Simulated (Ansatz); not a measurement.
In r²SCAN in the plane-wave PAW code Ansatz, Ti in the diamond structure (Fd-3m) relaxes to a = 6.119 Å. Ti has 4 nearest neighbours from 2.65 Å (tetrahedral).

Electronic character: metallic (no gap). The magnetic state found is ferromagnetic. The net moment is 2.76 μB per atom.

The bulk modulus is 33.0 GPa.

The start of the workflow was typed in or built on a structure type; neither database checked (COD, Materials Project) lists it. It is not the phase usual at ambient conditions (space group No. 194). Symmetry was held in the r²SCAN relaxation; whether a distortion lowers the energy is not shown. Magnetic state: ferromagnetic, chosen from 4 collinear starts compared on coarse meshes (ties went to the first, and starts can fall back to one state), not a proven ground state. Other orbital occupations within this spin state were not tried.

Potentials: the earlier of the program's two PAW sets. The files were generated under PBE; for other functionals the program regenerates the frozen cores, and for LDA and PBEsol the local potential too.
